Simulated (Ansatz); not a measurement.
P in space group I4_132 (No. 214; P on 8a) under volume change, the program Ansatz at the r²SCAN level (PAW), scaled uniformly.

```
V (Å³/atom)  E − E(relaxed) (meV/atom)  P (GPa)
-----------  -------------------------  -------
24.455                            46.8     6.82
25.261                            19.1     4.18
26.068                             4.4     1.81
26.874                             0.0     0.00
27.680                             3.6    -1.40
28.486                            13.6    -2.47
29.292                            28.0    -3.26
```

Question: What does a third-order Birch–Murnaghan fit give for V₀, B₀ and B′?

Answer: V₀ = 26.89 Å³/atom, B₀ = 52.2 GPa, B′ = 7.0.

The start of the workflow was typed in or built on a structure type; neither database checked (COD, Materials Project) lists it. It is not the phase usual at ambient conditions (space group No. 64). Symmetry was held in the r²SCAN relaxation; whether a distortion lowers the energy is not shown. The volume moved by 28 % from the start of the relaxation.

Potentials: the later of the program's two PAW sets.
